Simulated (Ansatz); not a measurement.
Ge$_{2}$Sb$_{2}$Te$_{5}$:
```xyz
9
Lattice="6.6829 2.9961 0.0000 -6.6829 2.9961 0.0000 -6.6165 0.0000 6.7400" Properties=species:S:1:pos:R:3 pbc="T T T"
Ge     0.0173     2.9961     0.1270
Ge     1.3697     2.9961     4.2641
Sb    -3.8185     2.9961     1.3964
Sb    -2.7391     2.9961     5.3591
Te    -9.2907     2.9961     5.2554
Te    -1.2062     2.9961     2.6242
Te     0.0593     2.9961     6.6836
Te    -5.3875     2.9961     3.9865
Te     2.5880     2.9961     1.3063
```

Relaxed with PBEsol. Special points in fractions of this cell's reciprocal vectors: Γ (0.000, 0.000, 0.000); C (0.349, 0.349, 0.000); C2 (-0.349, 0.651, 0.000); Y2 (-0.500, 0.500, 0.000); M2 (-0.500, 0.500, 0.500); D (-0.251, 0.749, 0.500); D2 (0.251, 0.251, 0.500); A (0.000, 0.000, 0.500); L2 (0.000, 0.500, 0.500); V2 (0.000, 0.500, 0.000).

Problem. List the band energies nearest the Fermi level at these points for the program Ansatz at the PBEsol level (PAW).

Solution. In eV from the Fermi level; about four levels below and three above (degenerate sets whole), none deeper than 8.9 eV; points with the same levels are listed once.

```csv
k,below,above
Γ,-0.94 -0.70 -0.65 -0.55,0.90 1.21 2.24
C,-1.55 -1.32 -1.17 -0.97,1.33 1.67 1.91
Y2,-2.46 -1.19 -1.15 -1.03,1.79 2.29 2.71
M2,-1.02 -1.00 -0.76 -0.54,0.73 1.46 1.64
D,-0.65 -0.63 -0.24 -0.18,0.31 0.36 0.54
A,-1.04 -0.92 -0.82 -0.40,0.70 1.57 1.95
L2,-0.98 -0.75 -0.60 -0.18,0.07 0.46 0.61
V2,-0.89 -0.79 -0.70 -0.22,0.18 0.33 0.66
```

Space group Cm. The workflow started from a Materials Project entry (that database holds measured and hypothetical structures alike); the Crystallography Open Database copy checked does not list it. It is not the phase usual at ambient conditions (space group No. 164). Symmetry was held in the PBEsol relaxation; whether a distortion lowers the energy is not shown. The Fermi level of a semimetal is unsure by some 0.05 eV on such meshes. Spin–orbit coupling is left out wherever it is not named.

Potentials: the later of the program's two PAW sets.
